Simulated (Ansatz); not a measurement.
**ZnSnP$_{2}$: from a starting cell to a relaxed one**

The start is a relaxed ZnSnP2 cell with every coordinate shifted by Gaussian noise of σ = 0.3 Å. A full variable-cell relaxation at zero pressure is run with PBEsol (plane waves to 420 eV, PAW, scalar-relativistic; Ansatz, an electronic-structure program). First-step values are on the input's coarse k-mesh.

Ansatz input (later rounds restart from its end on a renewed k-mesh):
Ansatz 0.2 input:
```yaml
crystal:
  lattice:
    - [-2.8106556825, 2.8106556825, 5.6405447884]
    - [2.8106556825, -2.8106556825, 5.6405447884]
    - [2.8106556825, 2.8106556825, -5.6405447884]
  atoms:
    - { symbol: Zn, position: [0.6109832565, 0.1175859064, 0.3826954628] }
    - { symbol: Zn, position: [0.0380943025, 0.0477165704, 0.0439444569] }
    - { symbol: Sn, position: [0.2523684808, 0.7730939901, 0.4417130398] }
    - { symbol: Sn, position: [0.3766457314, 0.3918933795, -0.204073621] }
    - { symbol: P, position: [0.0629707825, 0.1615544916, 0.4679187483] }
    - { symbol: P, position: [0.7025895555, 0.5574422681, 0.4345635834] }
    - { symbol: P, position: [0.4026445146, 0.8563676078, -0.0273894104] }
    - { symbol: P, position: [0.848771477, 0.3000195874, 1.0137725732] }
basis: { ecutwfc: 420, ecutrho_ratio: 4, xc_grid: 2, fft_grid_basis: typed }
kpoints: { mp_grid: { grid: [5, 5, 6] } }
hamiltonian:
  xc: pbesol
  dispersion: none
  pseudopotentials: { kind: paw }
scf: { occupations: { method: fermi_dirac, width: 0.05 } }
relax: { f_tol: 0.01, max_steps: 100, cell: { stress_tol: 0.02 } }
output: { forces: true, stress: true }
```

### Question
Does it find its way back to the structure it was made from?

### Answer
It returns to the parent structure, I-42d (No. 122).

### Question
How do the shortest distances between atoms change?

### Answer
The closest pairs of elements (up to four, under 3.6 Å), start → end: P–Zn 1.68 → 2.36 Å; P–Sn 1.81 → 2.52 Å; P–P 2.90 → 3.79 Å; Zn–Zn 2.96 → 3.98 Å.

Relaxed structure:

```cif
data_P8Sn4Zn4
_chemical_formula_sum 'Zn4 Sn4 P8'
_space_group_name_H-M_alt 'I-42d'
_space_group_IT_number 122
_space_group_name_Hall 'I -4 2bw'
_cell_length_a 5.62153
_cell_length_b 5.62153
_cell_length_c 11.28115
_cell_angle_alpha 90.000
_cell_angle_beta 90.000
_cell_angle_gamma 90.000
loop_
_atom_site_label
_atom_site_type_symbol
_atom_site_symmetry_multiplicity
_atom_site_Wyckoff_symbol
_atom_site_fract_x
_atom_site_fract_y
_atom_site_fract_z
_atom_site_occupancy
Zn1 Zn 4 b 0.00000 0.00000 0.50000 1
Sn1 Sn 4 a 0.00000 0.00000 0.00000 1
P1 P 8 d 0.27444 0.25000 0.12500 1
```
(The calculation used a cell of 8 atoms; values per cell refer to that cell.)

Final values are on a 8×8×8 k-mesh of the relaxed cell. The start holds a very short contact (Zn–P 1.68 Å). No spin polarisation in the result.
